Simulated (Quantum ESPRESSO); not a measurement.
Ta2HfO6F2, input and log of a self-consistent run

A calculation, not a measurement. The program is pw.x of Quantum ESPRESSO 7.5 (plane-wave density functional theory). The cell is made up: 11 atoms on a fluorite lattice with one site empty, with randomly drawn elements, strain and displacements, not relaxed. PseudoDojo standard norm-conserving files (v0.5 for PBE, v0.4.1 for LDA and PBEsol) set the functional; there is no spin polarisation, spin-orbit coupling or dispersion term, and the masses in the input are unused placeholders.

The hafnium pseudopotential is less sure than the others, with forces about 3 percent (worst 6) and pressure in oxides about 1.5 GPa (worst 2.7) from a second method in checks, which no rerun with the same files tests.

Input:

```
&control calculation='scf', pseudo_dir='./dojo.nc.sr.pbe.v0_5.standard.upf', outdir='./o', disk_io='low', tprnfor=.true., tstress=.true. /
&system ibrav=0, nat=11, ntyp=4, nbnd=50, ecutwfc=84.00895049, nosym=.true., tot_charge=0,
 occupations='smearing', smearing='fd', degauss=0.0018374661
/
&electrons conv_thr=7.350e-09, electron_maxstep=60, /
ATOMIC_SPECIES
F 1.0 F.upf
Hf 1.0 Hf.upf
O 1.0 O.upf
Ta 1.0 Ta.upf
CELL_PARAMETERS angstrom
5.0311 -0.0223 0.0635
-0.0223 5.1497 -0.0385
0.0635 -0.0385 5.1134
ATOMIC_POSITIONS angstrom
Ta -0.0333 0.0137 0.0013
Hf 2.518 -0.0115 2.6028
Ta 2.4601 2.3402 0.0001
O 1.2876 1.2852 1.3098
O 1.2723 1.2772 3.8521
F 1.2907 3.8308 1.1949
F 1.3091 3.7985 3.8424
O 3.7727 1.2329 1.2684
O 3.829 1.2173 3.8759
O 3.8013 3.8651 1.3005
O 3.8365 3.8062 3.8667
K_POINTS automatic
4 4 4 1 1 1
```

The log is shortened where brackets say so; the opening notice, blank lines, dates and the lines on written files are dropped, and the path of the files is cut. It prints rydbergs, bohrs and kilobars, and counts compression as positive stress. With no partly filled state, the Fermi energy that it prints is only some level between the filled and the empty states on the mesh, and need not lie in the true gap.

```
     Program PWSCF v.7.5
     Parallel version (MPI & OpenMP), running on       4 processor cores
     Number of MPI processes:                 4
     Threads/MPI process:                     1
     [start-up lines left out]
     bravais-lattice index     =            0
     lattice parameter (alat)  =       9.5083  a.u.
     unit-cell volume          =     893.8214 (a.u.)^3
     number of atoms/cell      =           11
     number of atomic types    =            4
     number of electrons       =        88.00
     number of Kohn-Sham states=           50
     kinetic-energy cutoff     =      84.0090  Ry
     charge density cutoff     =     336.0358  Ry
     scf convergence threshold =      7.3E-09
     mixing beta               =       0.7000
     number of iterations used =            8  plain     mixing
     Exchange-correlation= PBE
                           (   1   4   3   4   0   0   0)
     [axes and pseudopotential details left out]
   Cartesian axes
     site n.     atom                  positions (alat units)
         1        Ta     tau(   1) = (  -0.0066182   0.0027228   0.0002584  )
         2        Hf     tau(   2) = (   0.5004422  -0.0022856   0.5172958  )
         3        Ta     tau(   3) = (   0.4889348   0.4651052   0.0000199  )
         4        O      tau(   4) = (   0.2559052   0.2554282   0.2603174  )
         5        O      tau(   5) = (   0.2528644   0.2538383   0.7655891  )
         6        F      tau(   6) = (   0.2565213   0.7613558   0.2374815  )
         7        F      tau(   7) = (   0.2601783   0.7549363   0.7636613  )
         8        O      tau(   8) = (   0.7498087   0.2450338   0.2520893  )
         9        O      tau(   9) = (   0.7609981   0.2419334   0.7703193  )
        10        O      tau(  10) = (   0.7554928   0.7681728   0.2584691  )
        11        O      tau(  11) = (   0.7624887   0.7564667   0.7684908  )
     number of k points=    32  Fermi-Dirac smearing, width (Ry)=  0.0018
                       cart. coord. in units 2pi/alat
        k(    1) = (   0.1240142   0.1235841   0.1223896), wk =   0.0625000
        k(    2) = (   0.1209168   0.1254102   0.3684401), wk =   0.0625000
     [further k points left out]
     Dense  grid:    92975 G-vectors     FFT dimensions: (  60,  60,  60)
     Estimated max dynamical RAM per process >     227.48 MB
     Estimated total dynamical RAM >     841.81 MB
     Initial potential from superposition of free atoms
     starting charge      87.9963, renormalised to      88.0000
     Starting wfcs are   62 randomized atomic wfcs
     total cpu time spent up to now is        3.3 secs
     per-process dynamical memory:   160.7 Mb
     Self-consistent Calculation
     iteration #  1     ecut=    84.01 Ry     beta= 0.70
     Davidson diagonalization with overlap
     ethr =  1.00E-02,  avg # of iterations =  2.0
     total cpu time spent up to now is        8.0 secs
     total energy              =    -668.47960814 Ry
     estimated scf accuracy    <       4.93912858 Ry
     iteration #  2     ecut=    84.01 Ry     beta= 0.70
     Davidson diagonalization with overlap
     ethr =  5.61E-03,  avg # of iterations =  6.0
     total cpu time spent up to now is       15.9 secs
     total energy              =    -664.04395454 Ry
     estimated scf accuracy    <      44.51668052 Ry
     iteration #  3     ecut=    84.01 Ry     beta= 0.70
     Davidson diagonalization with overlap
     ethr =  5.61E-03,  avg # of iterations =  6.1
     total cpu time spent up to now is       23.5 secs
     total energy              =    -671.14633991 Ry
     estimated scf accuracy    <       1.48933664 Ry
     iteration #  4     ecut=    84.01 Ry     beta= 0.70
     Davidson diagonalization with overlap
     ethr =  1.69E-03,  avg # of iterations =  2.0
     total cpu time spent up to now is       28.4 secs
     total energy              =    -671.14911133 Ry
     estimated scf accuracy    <       0.63912253 Ry
     iteration #  5     ecut=    84.01 Ry     beta= 0.70
     Davidson diagonalization with overlap
     ethr =  7.26E-04,  avg # of iterations =  1.1
     total cpu time spent up to now is       32.9 secs
     total energy              =    -671.05924536 Ry
     estimated scf accuracy    <       0.32001316 Ry
     [iterations 6 to 13 left out]
     iteration # 14     ecut=    84.01 Ry     beta= 0.70
     Davidson diagonalization with overlap
     ethr =  2.68E-09,  avg # of iterations =  6.8
     total cpu time spent up to now is       90.2 secs
     total energy              =    -671.12262093 Ry
     estimated scf accuracy    <       0.00000361 Ry
     iteration # 15     ecut=    84.01 Ry     beta= 0.70
     Davidson diagonalization with overlap
     ethr =  2.68E-09,  avg # of iterations =  2.1
     total cpu time spent up to now is       95.0 secs
     total energy              =    -671.12262108 Ry
     estimated scf accuracy    <       0.00000040 Ry
     iteration # 16     ecut=    84.01 Ry     beta= 0.70
     Davidson diagonalization with overlap
     ethr =  4.50E-10,  avg # of iterations =  4.8
     total cpu time spent up to now is      101.5 secs
     total energy              =    -671.12262126 Ry
     estimated scf accuracy    <       0.00000015 Ry
     iteration # 17     ecut=    84.01 Ry     beta= 0.70
     Davidson diagonalization with overlap
     ethr =  1.68E-10,  avg # of iterations =  1.7
     total cpu time spent up to now is      106.4 secs
     total energy              =    -671.12262125 Ry
     estimated scf accuracy    <       0.00000006 Ry
     iteration # 18     ecut=    84.01 Ry     beta= 0.70
     Davidson diagonalization with overlap
     ethr =  6.84E-11,  avg # of iterations =  2.0
     total cpu time spent up to now is      111.4 secs
     End of self-consistent calculation
          k = 0.1240 0.1236 0.1224 ( 11589 PWs)   bands (ev):
   -60.1863 -60.1199 -52.6936 -26.6196 -26.4937 -26.4656 -26.4355 -26.3890
   -26.2882 -21.4212 -21.3022 -21.1788 -14.9954 -14.6117  -8.7475  -7.8871
    -7.6758  -7.3366  -6.8515  -6.1813   1.7584   1.9981   2.4543   2.7260
     3.2032   3.8736   4.4206   4.6257   4.7841   4.9318   5.1551   5.2885
     5.9935   6.4830   6.6267   7.3261   7.4993   7.8429   8.0263   8.2081
     8.5451   8.9590   9.2731   9.8970  11.2077  11.4186  11.6658  11.9391
    13.1132  13.2913
     [levels at the other k points left out]
     the Fermi energy is    10.4606 ev
!    total energy              =    -671.12262125 Ry
     estimated scf accuracy    <          5.3E-09 Ry
     smearing contrib. (-TS)   =      -0.00000000 Ry
     internal energy E=F+TS    =    -671.12262125 Ry
     The total energy is F=E-TS. E is the sum of the following terms:
     one-electron contribution =    -190.08327426 Ry
     hartree contribution      =     140.14527445 Ry
     xc contribution           =    -159.32880458 Ry
     ewald contribution        =    -461.85581686 Ry
     convergence has been achieved in  18 iterations
     Forces acting on atoms (cartesian axes, Ry/au):
     atom    1 type  4   force =    -0.22769624    0.02869632    0.01180479
     atom    2 type  2   force =     0.14083758    0.02841417   -0.01445242
     atom    3 type  4   force =     0.14328093   -0.08577618    0.00009222
     atom    4 type  3   force =     0.02428530   -0.03835762   -0.06982517
     atom    5 type  3   force =     0.03768481   -0.03606340    0.07204121
     atom    6 type  1   force =    -0.00252639    0.01609554   -0.02232604
     atom    7 type  1   force =     0.00338579    0.01674009    0.01688323
     atom    8 type  3   force =    -0.02374184   -0.01430721   -0.07669565
     atom    9 type  3   force =    -0.05198987   -0.02510134    0.06876871
     atom   10 type  3   force =    -0.01582001    0.05124005   -0.05599188
     atom   11 type  3   force =    -0.02770007    0.05841958    0.06970098
     Total force =     0.384053     Total SCF correction =     0.000162
     Computing stress (Cartesian axis) and pressure
          total   stress  (Ry/bohr**3)                   (kbar)     P=     -173.03
  -0.00107874  -0.00038810  -0.00002517         -158.69      -57.09       -3.70
  -0.00038810  -0.00137298   0.00003224          -57.09     -201.97        4.74
  -0.00002517   0.00003224  -0.00107697           -3.70        4.74     -158.43
     init_run     :      2.96s CPU      3.07s WALL (       1 calls)
     electrons    :    107.16s CPU    108.10s WALL (       1 calls)
     forces       :      1.11s CPU      1.13s WALL (       1 calls)
     stress       :      3.68s CPU      3.79s WALL (       1 calls)
     [timing details left out]
     PWSCF        :   1m55.15s CPU   1m56.38s WALL
     JOB DONE.
```

In other units: free energy -9131.088 eV for the cell, pressure -17.30 GPa, largest force component 5.854 eV/Å. A rerun of a related cell, with the same atoms placed differently, at 1437 eV and a 6 x 6 x 6 mesh moved values by no more than 0.002 eV in energy, 0.05 GPa in stress and 0.007 eV/Å in force.